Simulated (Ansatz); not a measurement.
TaC:
```xyz
2
Lattice="0.0000 2.2198 2.2198 2.2198 0.0000 2.2198 2.2198 2.2198 0.0000" Properties=species:S:1:pos:R:3 pbc="T T T"
C      0.0000     0.0000     0.0000
Ta     2.2198     2.2198     2.2198
```

This is the PBEsol-relaxed structure.

**Question.** All from the program Ansatz at the PBEsol level (PAW), unless another level is named. Give the density of states at the Fermi level.

**Answer.** 0.31 states/eV per atom (mean over ±0.08 eV).

**Question.** What about the formation energy from the elements (no fitted shifts)?

**Answer.** -65 kJ/mol-atom.

**Question.** And the gap with spin–orbit coupling?

**Answer.** none (metallic).

Space group Fm-3m (rock salt). Symmetry was held in the PBEsol relaxation. No spin polarisation was allowed. The references are the lowest solids computed at this level, not always the standard phases. Spin–orbit coupling is left out wherever it is not named.

Potentials: the later of the program's two PAW sets.
